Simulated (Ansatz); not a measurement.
Relaxation of a randomly generated symmetric cell of Pb (space group No. 123); 1 atom in the cell, which starts as P4/mmm (No. 123), tP1; a = 2.441 Å, b = 2.441 Å, c = 5.821 Å, α = 90.00°, β = 90.00°, γ = 90.00°. These are r2SCAN (plane waves to 500 eV, PAW, scalar-relativistic; Ansatz, a program for electronic structure) values and carry that method's errors. Γ-centred k-mesh 13×13×6 on the run's cell (coarser than for final values), Fermi–Dirac smearing 0.05 eV. This is the first round of the run. 

The optimiser's lines from the output (shortened; P is positive under compression):

```
relax step   1: F+E_penalty+E_count = -11918.98617457 eV  Δ(F+E_penalty+E_count) = +0.000e0 eV  max|allowed force component| = 0.000e0 eV/Å  Δτ_max = 0.0000 Å  P = +58.617 GPa  Ω = 34.678 Å³  (7 SCF iters, dr2 threshold 1.00e-7 eV, accepted)
relax step   2: F+E_penalty+E_count = -11920.46915290 eV  Δ(F+E_penalty+E_count) = -1.483e0 eV  max|allowed force component| = 0.000e0 eV/Å  Δτ_max = 0.0000 Å  P = +34.313 GPa  Ω = 38.125 Å³  (6 SCF iters, dr2 threshold 1.00e-7 eV, accepted)
relax step   3: F+E_penalty+E_count = -11921.36736475 eV  Δ(F+E_penalty+E_count) = -8.982e-1 eV  max|allowed force component| = 0.000e0 eV/Å  Δτ_max = 0.0000 Å  P = +19.903 GPa  Ω = 41.665 Å³  (6 SCF iters, dr2 threshold 1.00e-7 eV, accepted)
relax step   4: F+E_penalty+E_count = -11921.89873415 eV  Δ(F+E_penalty+E_count) = -5.314e-1 eV  max|allowed force component| = 0.000e0 eV/Å  Δτ_max = 0.0000 Å  P = +10.571 GPa  Ω = 45.310 Å³  (6 SCF iters, dr2 threshold 1.00e-7 eV, accepted)
relax step   5: F+E_penalty+E_count = -11922.17850852 eV  Δ(F+E_penalty+E_count) = -2.798e-1 eV  max|allowed force component| = 0.000e0 eV/Å  Δτ_max = 0.0000 Å  P = +4.680 GPa  Ω = 48.961 Å³  (6 SCF iters, dr2 threshold 1.00e-7 eV, accepted)
relax step   6: F+E_penalty+E_count = -11922.28314984 eV  Δ(F+E_penalty+E_count) = -1.046e-1 eV  max|allowed force component| = 0.000e0 eV/Å  Δτ_max = 0.0000 Å  P = +1.173 GPa  Ω = 51.349 Å³  (6 SCF iters, dr2 threshold 1.00e-7 eV, accepted)
relax step   7: F+E_penalty+E_count = -11922.30728216 eV  Δ(F+E_penalty+E_count) = -2.413e-2 eV  max|allowed force component| = 0.000e0 eV/Å  Δτ_max = 0.0000 Å  P = +0.337 GPa  Ω = 49.744 Å³  (6 SCF iters, dr2 threshold 1.00e-7 eV, accepted)
relax step   8: F+E_penalty+E_count = -11922.33025423 eV  Δ(F+E_penalty+E_count) = -2.297e-2 eV  max|allowed force component| = 0.000e0 eV/Å  Δτ_max = 0.0000 Å  P = -0.302 GPa  Ω = 47.836 Å³  (6 SCF iters, dr2 threshold 1.00e-7 eV, accepted)
relax step   9: F+E_penalty+E_count = -11922.36045111 eV  Δ(F+E_penalty+E_count) = -3.020e-2 eV  max|allowed force component| = 0.000e0 eV/Å  Δτ_max = 0.0000 Å  P = -0.707 GPa  Ω = 45.531 Å³  (5 SCF iters, dr2 threshold 1.00e-7 eV, accepted)
relax step  10: F+E_penalty+E_count = -11922.40632993 eV  Δ(F+E_penalty+E_count) = -4.588e-2 eV  max|allowed force component| = 0.000e0 eV/Å  Δτ_max = 0.0000 Å  P = -1.450 GPa  Ω = 43.444 Å³  (6 SCF iters, dr2 threshold 1.00e-7 eV, accepted)
relax step  11: F+E_penalty+E_count = -11922.47563896 eV  Δ(F+E_penalty+E_count) = -6.931e-2 eV  max|allowed force component| = 0.000e0 eV/Å  Δτ_max = 0.0000 Å  P = -1.600 GPa  Ω = 40.760 Å³  (6 SCF iters, dr2 threshold 1.00e-7 eV, accepted)
relax step  12: F+E_penalty+E_count = -11922.56496024 eV  Δ(F+E_penalty+E_count) = -8.932e-2 eV  max|allowed force component| = 0.000e0 eV/Å  Δτ_max = 0.0000 Å  P = -1.584 GPa  Ω = 38.130 Å³  (6 SCF iters, dr2 threshold 1.00e-7 eV, accepted)
relax step  13: F+E_penalty+E_count = -11922.68058477 eV  Δ(F+E_penalty+E_count) = -1.156e-1 eV  max|allowed force component| = 0.000e0 eV/Å  Δτ_max = 0.0000 Å  P = -1.843 GPa  Ω = 35.871 Å³  (5 SCF iters, dr2 threshold 1.00e-7 eV, accepted)
relax step  14: F+E_penalty+E_count = -11922.76238792 eV  Δ(F+E_penalty+E_count) = -8.180e-2 eV  max|allowed force component| = 0.000e0 eV/Å  Δτ_max = 0.0000 Å  P = -0.779 GPa  Ω = 33.314 Å³  (5 SCF iters, dr2 threshold 1.00e-7 eV, accepted)
relax step  15: F+E_penalty+E_count = -11922.76552449 eV  Δ(F+E_penalty+E_count) = -3.137e-3 eV  max|allowed force component| = 0.000e0 eV/Å  Δτ_max = 0.0000 Å  P = +0.330 GPa  Ω = 32.395 Å³  (4 SCF iters, dr2 threshold 1.00e-7 eV, accepted)
relax step  16: F+E_penalty+E_count = -11922.76575282 eV  Δ(F+E_penalty+E_count) = -2.283e-4 eV  max|allowed force component| = 0.000e0 eV/Å  Δτ_max = 0.0000 Å  P = -0.036 GPa  Ω = 32.637 Å³  (4 SCF iters, dr2 threshold 1.00e-7 eV, accepted)
relax step  17: F+E_penalty+E_count = -11922.76576205 eV  Δ(F+E_penalty+E_count) = -9.232e-6 eV  max|allowed force component| = 0.000e0 eV/Å  Δτ_max = 0.0000 Å  P = -0.001 GPa  Ω = 32.622 Å³  (3 SCF iters, dr2 threshold 1.33e-8 eV, accepted)
relax step  18: F+E_penalty+E_count = -11922.78041259 eV  Δ(F+E_penalty+E_count) = -1.465e-2 eV  max|allowed force component| = 0.000e0 eV/Å  Δτ_max = 0.0000 Å  P = +0.811 GPa  Ω = 32.622 Å³  stress off target by 1.20e0 GPa  SCF on the basis re-selected at this cell (its energy is not comparable with the rows above)  (7 SCF iters)
relax step  19: F+E_penalty+E_count = -11922.78253474 eV  Δ(F+E_penalty+E_count) = -2.122e-3 eV  max|allowed force component| = 0.000e0 eV/Å  Δτ_max = 0.0000 Å  P = +0.124 GPa  Ω = 33.108 Å³  (4 SCF iters, dr2 threshold 1.00e-7 eV, accepted)
relax step  20: F+E_penalty+E_count = -11922.78261664 eV  Δ(F+E_penalty+E_count) = -8.190e-5 eV  max|allowed force component| = 0.000e0 eV/Å  Δτ_max = 0.0000 Å  P = +0.002 GPa  Ω = 33.195 Å³  (4 SCF iters, dr2 threshold 1.00e-7 eV, accepted)
relax step  21: F+E_penalty+E_count = -11922.78265374 eV  Δ(F+E_penalty+E_count) = -3.710e-5 eV  max|allowed force component| = 0.000e0 eV/Å  Δτ_max = 0.0000 Å  P = +0.003 GPa  Ω = 33.195 Å³  stress off target by 8.89e-3 GPa  SCF on the basis re-selected at this cell (its energy is not comparable with the rows above)  (5 SCF iters)
```

From the first to the last row the energy changes by -3.80 eV/atom and the volume by -4.3 %. The last row is marked as not comparable with the walk above it, whose basis was carried along; it does compare with step 1, since both stand on a basis selected at the nominal cutoff for their own cell.

Energy and pressure jump between steps 17 and 18 at one geometry, where the plane-wave basis was selected anew. While the cell walks, the set of plane waves is carried along, so its effective cutoff drifts with the strain; re-selecting it at 500 eV moved the energy by -0.015 eV/atom and the pressure by 0.8 GPa. Only step 1 and rows on a re-selected basis compare with each other.

Later rounds, restarted from the end of this one on a renewed k-mesh, logged 9 more steps and released under 0.01 eV/atom more. The final structure after all rounds: Pm-3m (No. 221), cP1, AFLOW prototype A_cP1_221_a (A_h); a = 3.214 Å, b = 3.214 Å, c = 3.214 Å, α = 90.00°, β = 90.00°, γ = 90.00°. Between re-selections the logged energies stand on a plane-wave basis carried along with the cell. No spin polarisation in the result.

The run could not lose the symmetry of its start: the end is stationary, and may be a saddle point rather than a minimum.

The relaxed structure here is a generated cell of Pb: the first start was made by a random draw of sites in a space group, and the end was not matched to a known phase here, so it may be hypothetical. Known forms of Pb include space group No. 225.
